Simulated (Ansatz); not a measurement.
P at several levels of theory

One geometry, relaxed with PBE+D3(BJ), and single points on it; plane waves with PAW potentials in Ansatz, scalar-relativistic unless the row names spin-orbit coupling. No spin polarisation. Meshes are on the primitive cell of 4 atoms. Gaps are the least over mesh and band path; pressure is positive in compression. Smearing is Gaussian, 0.10 eV. Rows that don't name D3 lack it, which shows in their pressure.

```xyz
4
Lattice="1.6614 -5.0973 0.0000 1.6614 5.0973 0.0000 0.0000 0.0000 4.1648" Properties=species:S:1:pos:R:3 pbc="T T T"
P     1.6614   -4.0129    0.2994
P     1.6614   -1.0844    2.3818
P     1.6614    4.0129    3.8654
P     1.6614    1.0844    1.7830
```

| level | cutoff (eV) | k mesh | gap (eV) | pressure (GPa) | rough cost with bands (core-min) |
| --- | --- | --- | --- | --- | --- |
| PBE+D3(BJ) | 420 | 14×14×10 | 0 | 0.0 | 1 |

Task: What do r2SCAN, PBEsol give on the same cell?

Result:
| level | cutoff (eV) | k mesh | gap (eV) | pressure (GPa) | rough cost with bands (core-min) |
| --- | --- | --- | --- | --- | --- |
| r2SCAN | 500 | 14×14×10 | 0 | 2.9 | 1.5 |
| PBEsol | 420 | 14×14×10 | 0 | 0.4 | 1 |